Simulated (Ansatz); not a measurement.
**Magnetic orders of MnAl₃**

Computed with DFT r2SCAN, scalar-relativistic, plane waves, PAW (Ansatz 0.2.0).

```xyz
4
Lattice="0.0000 3.0078 3.0078 3.0078 0.0000 3.0078 3.0078 3.0078 0.0000" Properties=species:S:1:pos:R:3 pbc="T T T"
Al    1.5039    1.5039    1.5039
Al    4.5117    4.5117    4.5117
Al    3.0078    3.0078    3.0078
Mn    0.0000    0.0000    0.0000
```

```
plane-wave cutoff                               : 500 eV
Γ-centred k-mesh                                : 12×12×12
occupation rule                                 : Gaussian smearing, 0.1 eV
list of starting moments (μB, in atom order)    : 0 0 0 4
check for lower electronic states after the SCF : off
```

All runs keep this geometry, which isn't relaxed for the lowest state (largest force there 0.134 eV/Å, pressure 9.1 GPa) and needn't be a stable compound; relaxing each order would shift the differences by some 22 meV/atom, going by the pressures and a bulk modulus of about 150 GPa. A propagation vector, in units of the reciprocal vectors, doubles the cell, which takes an equally dense mesh. r2SCAN tends to overstate moments in metals. Site moments are spin moments in atom-centred spheres that scale with the neighbour distance. The states are those that the runs reached from these starts; a lower one can exist.

**Question.** Order the starts by the energy of the state that they reach, lowest first.
A. no spin
B. antiferromagnetic, doubled cell, propagation vector (0, 0, 1/2)
C. ferromagnetic

**Answer.** B (0.00 meV/atom), C (56.0 meV/atom), A (133 meV/atom).

| start | ends | energy above lowest (meV/atom) | site moments (μB) | gap on mesh (eV) | P (GPa) |
| --- | --- | --- | --- | --- | --- |
| no spin | non-magnetic | 133 | none over 0.05 | metal | -2.0 |
| ferromagnetic | ferromagnetic | 56.0 | Al -0.08 (×2), Mn +2.79 | metal | 8.8 |
| antiferromagnetic, doubled cell, propagation vector (0, 0, 1/2) | antiferromagnetic | 0.00 | Mn +2.95, Mn -2.95 | metal | 9.1 |

Cost: 3 runs of about 2.5 core-minutes in all, on Arm Neoverse V1 (shared hosts).